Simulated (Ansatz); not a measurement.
# Is this Ga₂S structure a true minimum?

The cell was found from a structure generator's guess, not taken from experiment.

Theory: DFT PBE, scalar-relativistic, plane waves, PAW (Ansatz). Settings: cutoff 420 eV, Γ-centred mesh 6×6×8 on the computed 6-atom cell, Gaussian smearing of 0.10 eV; no spin polarisation.

The cell below (6 atoms, space group Cmme (No. 67)) is relaxed within its symmetry.

```
Ga S
1.0
     3.42727   -4.27959    0.00000
     3.42727    4.27959    0.00000
     0.00000    0.00000    4.87689
Ga S
4 2
Direct
  0.60328 0.39672 0.68584
  0.89672 0.10328 0.68584
  0.39672 0.60328 0.31416
  0.10328 0.89672 0.31416
  0.25000 0.25000 0.00000
  0.75000 0.75000 0.00000
```

For the test a repeat of it with 12 atoms (edges 5.48, 5.48, 9.75 Å) was strained at random (σ = 1.5 % a component), the atoms were moved at random (σ = 0.05 Å), and all was relaxed again on a coarse 4×4×2 mesh (in the run’s order of axes) with 0.20 eV smearing, with no symmetry imposed.

**Question.** What happens?

**Answer.** It returns, within 1 meV/atom of the unmoved cell on that mesh and with the same symmetry when read at 0.1 Å (C2/c at 0.01 Å, so small strains and shifts remain). So it is stable against the distortions that fit this cell and that this random move excites. Modes that don't fit the cell aren't tested.
